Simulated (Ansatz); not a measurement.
Data:

KCr$_{3}$O$_{8}$:
```
CELL_PARAMETERS angstrom
      4.27512     2.71951     0.00000
     -4.27512     2.71951     0.00000
     -0.68078     0.00000     7.61900
ATOMIC_POSITIONS crystal
  K  0.00000 0.00000 0.00000
  Cr 0.00000 0.00000 0.50000
  Cr 0.37355 0.62645 0.70421
  Cr 0.62645 0.37355 0.29579
  O  0.22450 0.77550 0.55437
  O  0.77550 0.22450 0.44563
  O  0.68274 0.31726 0.10265
  O  0.31726 0.68274 0.89735
  O  0.77001 0.73331 0.31919
  O  0.22999 0.26669 0.68081
  O  0.73331 0.77001 0.68081
  O  0.26669 0.22999 0.31919
```
The run is spin-polarised.

This is the r²SCAN-relaxed structure.

### Question
All from r²SCAN in the plane-wave PAW code Ansatz, unless another level is named. Estimate the magnetic order.

### Answer
ferromagnetic.

### Question
And the Bader charges?

### Answer
K +0.91, Cr +1.99 to +2.20, O -0.97 to -0.80 e.

Space group C2/m. The workflow started from a Materials Project entry (that database holds measured and hypothetical structures alike); the Crystallography Open Database files this formula in space group No. 12, but the cells were not matched. Its standing as an ambient phase is unchecked. The cell was relaxed with r²SCAN under the symmetry of its start; its stability against distortions is not shown here. Magnetic state: ferromagnetic, chosen from 2 collinear starts compared on coarse meshes (ties went to the first, and starts can fall back to one state), not a proven ground state. Other orbital occupations within this spin state were not tried. No Hubbard U is applied.

Potentials: the earlier of the program's two PAW sets.
